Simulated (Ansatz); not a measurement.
NbAg:
```xyz
2
Lattice="0.0000 2.6906 2.6906 2.6906 0.0000 2.6906 2.6906 2.6906 0.0000" Properties=species:S:1:pos:R:3 pbc="T T T"
Ag     0.0000     0.0000     0.0000
Nb     2.6906     2.6906     2.6906
```

This is the PBEsol-relaxed structure.

Question: All from the program Ansatz at the PBEsol level (PAW), unless another level is named. Predict the density of states at the Fermi level.

Answer: 1.5 states/eV per atom (mean over ±0.08 eV).

Question: And the formation energy from the elements (no fitted shifts)?

Answer: 1.19 eV/atom.

Space group Fm-3m (rock salt). The start of the workflow was typed in or built on a structure type; neither database checked (COD, Materials Project) lists it. Whether it is the stable phase at ambient conditions was not checked. The cell was relaxed with PBEsol under the symmetry of its start. At this level the phase is mechanically unstable. No spin polarisation was allowed. Its formation energy is positive at this level, so the cell may be metastable or incomplete. The references are the lowest solids computed at this level, not always the standard phases. Spin–orbit coupling is left out wherever it is not named.

Potentials: the earlier of the program's two PAW sets. The files were generated under PBE; for other functionals the program regenerates the frozen cores, and for LDA and PBEsol the local potential too.
